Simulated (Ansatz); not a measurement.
A relaxed cell of MgCd2TeSe2 is given with its symmetry left out. The cell was found from a structure generator's guess, not taken from experiment.

The calculation used DFT PBE, scalar-relativistic, plane waves, PAW in Ansatz 0.2.0. Cutoff 420 eV, Γ-centred mesh, Gaussian smearing, no spin polarisation.

```yaml
crystal:
  lattice:
    - [3.96189, 0.00000, 0.00000]
    - [0.00000, 3.96189, 0.00000]
    - [0.00000, 0.00000, 12.29308]
  atoms:
    - { symbol: Mg, position: [0.50000, 0.50000, 0.50000] }
    - { symbol: Cd, position: [0.00000, 0.00000, 0.24752] }
    - { symbol: Cd, position: [0.00000, 0.00000, 0.75248] }
    - { symbol: Te, position: [0.00000, 0.00000, 0.00000] }
    - { symbol: Se, position: [0.50000, 0.50000, 0.00000] }
    - { symbol: Se, position: [0.00000, 0.00000, 0.50000] }
```

The zero of energy is the elements' standard structures at the same level; no fitted shifts are applied.

(1) What space group does it have?

(2) How far does it lie from the elements in energy?

(3) Is it a metal?

Results:

(1) P4/mmm (No. 123). Conventional cell: a = 3.962 Å, c = 12.293 Å. Mg is surrounded by 4 Se at 2.80 Å; Cd is surrounded by 1 Te at 3.04 Å and 1 Se at 3.10 Å; around Te lie 4 Se at 2.80 Å and 2 Cd at 3.04 Å; around Se on its first site lie 4 Te at 2.80 Å; 1 more site not described.

(2) −0.06 eV/atom.

(3) Yes, bands cross the Fermi level on the 10×10×4 mesh.

The last run used a 10×10×4 mesh (in the run's order of axes) for its 6-atom cell and Gaussian smearing of 0.10 eV. These runs have no spin–orbit coupling, which can matter for Te. The reference forms of Se and Te are held partly by dispersion forces, which this level lacks. A structure relaxed within its symmetry needn't be a true minimum. Another cell of MgCd2TeSe2 relaxed alike, in P-3m1, lies 0.58 eV/atom lower, so this cell isn't the stable form at this level.
